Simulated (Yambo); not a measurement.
```
CELL_PARAMETERS angstrom
      1.89785     1.09573     6.29663
     -1.89785     1.09573     6.29663
      0.00000    -2.19145     6.29663
ATOMIC_POSITIONS crystal
  O  0.62117 0.62117 0.62117
  O  0.37883 0.37883 0.37883
  F  0.13052 0.13052 0.13052
  F  0.86948 0.86948 0.86948
  Y  0.74157 0.74157 0.74157
  Y  0.25843 0.25843 0.25843
```

The geometry is that of Materials Project entry mp-3637, symmetrised and not relaxed again.

Where are the main features of Im ε from RPA with local fields on PBEsol bands (Yambo; 8×8×8 mesh, 69 bands, 3 Ry local-field block, 0.2 eV broadening; field along x)?

Peaks at 7.4 eV (4.6), 7.9 eV (4.7), 9.5 eV (5.8), 10.6 eV (4.8), 13.0 eV (1.4), heights in brackets. Peak heights and small wiggles depend on the k mesh. Convergence of the RPA response with its 8×8×8 mesh was not tested. No excitonic effects at this level.
